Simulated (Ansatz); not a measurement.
TaN3 (ReO3 type, Pm-3m) at seven volumes, plane-wave PAW r²SCAN (Ansatz code), scaled uniformly. One row is withheld.

```tsv
V (Å³/atom)	P (GPa)
15.122	?
15.620	11.35
16.119	5.28
16.617	0.00
17.116	-4.55
17.614	-8.44
18.113	-11.78
```

### Question
Fit the shown pressures and predict the withheld one.

### Answer
Third-order Birch–Murnaghan: P = (3/2)B₀(x^(7/2) − x^(5/2))[1 + (3/4)(B′ − 4)(x − 1)] with x = (V₀/V)^(2/3). Least squares on the six rows gives V₀ = 16.617 Å³/atom, B₀ = 162.4 GPa, B′ = 3.98. At V = 15.122, x = 1.0649 and P = 18.47 GPa. The run itself gave 18.29 GPa.

The start of the workflow was typed in or built on a structure type; neither database checked (COD, Materials Project) lists it. Its standing as an ambient phase is unchecked. Symmetry was held in the r²SCAN relaxation. At this level the phase is mechanically unstable. The run is not spin-polarised. Its formation energy is positive at this level, so the cell may be metastable or incomplete. Scalar-relativistic: spin–orbit coupling is off unless named, which matters more the heavier the elements.

Potentials: the earlier of the program's two PAW sets. The files were generated under PBE; for other functionals the program regenerates the frozen cores, and for LDA and PBEsol the local potential too.
